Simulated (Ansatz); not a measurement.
One crystal and one scan (energy against volume) at two levels, PBEsol (plane waves to 420 eV, PAW, scalar-relativistic; Ansatz, an electronic-structure program) and PBE (plane waves to 420 eV, PAW, scalar-relativistic; Ansatz), each from its own relaxed cell and on its own mesh. The cell shown is that of PBEsol.

AgBr (rock salt)

```yaml
crystal:
  lattice:
    - [0.00000, 2.83697, 2.83697]
    - [2.83697, 0.00000, 2.83697]
    - [2.83697, 2.83697, 0.00000]
  atoms:
    - { symbol: Br, position: [0.00000, 0.00000, 0.00000] }
    - { symbol: Ag, position: [0.50000, 0.50000, 0.50000] }
```

Equation-of-state scan: isotropic scaling of the cell above, V₀ being its volume. Symmetry pins the atoms to their sites.

E stands for the smeared free energy. AgBr was relaxed with its symmetry unable to fall. Percentages come from the unrounded values. Both scans cover V/V₀ from 0.940 to 1.060.

Results of PBEsol:

| Property | Result |
|---|---|
| Lattice constant a (Å) | 5.674 |
| Band gap of the relaxed cell, no spin-orbit coupling (eV) | 0.50 |
| Pressure at the smallest volume (GPa) | 3.83 |
| Energy cost of the largest compression (meV/atom) | 15.4 |
| Energy cost of the largest expansion (meV/atom) | 11.8 |
| Bulk modulus B₀ (third-order Birch-Murnaghan fit) (GPa) | 52.3 |
| Pressure for 5 % compression (fit) (GPa) | 3.1 |

**Question.** Estimate the PBE values.

**Answer.** 
```
quantity                                                     PBE     PBEsol − PBE
---------------------------------------------------------  -----  ---------------
Lattice constant a (Å)                                     5.841  -0.167 (-2.9 %)
Band gap of the relaxed cell, no spin-orbit coupling (eV)   0.69    -0.19 (-28 %)
Pressure at the smallest volume (GPa)                       2.83    +1.00 (+35 %)
Energy cost of the largest compression (meV/atom)           12.4     +3.0 (+24 %)
Energy cost of the largest expansion (meV/atom)              9.6     +2.2 (+24 %)
Bulk modulus B₀ (third-order Birch-Murnaghan fit) (GPa)     38.7    +13.6 (+35 %)
Pressure for 5 % compression (fit) (GPa)                     2.3     +0.8 (+35 %)
```

PBEsol gives the higher value for: pressure at the smallest volume; energy cost of the largest compression; energy cost of the largest expansion; bulk modulus B₀; pressure for 5 % compression. PBEsol gives the lower value for: lattice constant a; band gap of the relaxed cell, no spin-orbit coupling. For the lattice constant a the reference is 5.772 Å (measured, room temperature or unstated; as given in Subrata Jana, Abhilash Patra, Prasanjit Samal, The Journal of Chemical Physics (2018), arXiv:1803.03840): it holds thermal shifts, so no verdict is drawn. For the bulk modulus B₀ the reference is 43.81 GPa (measured below room temperature; as given in P. T. Jochym, K. Parlinski, Physical review. B, Condensed matter (2001), arXiv:1301.6254): it holds thermal shifts, so no verdict is drawn. 

(A scan under strain: stresses follow from slopes of the energy per volume, elastic moduli from its curvatures.)
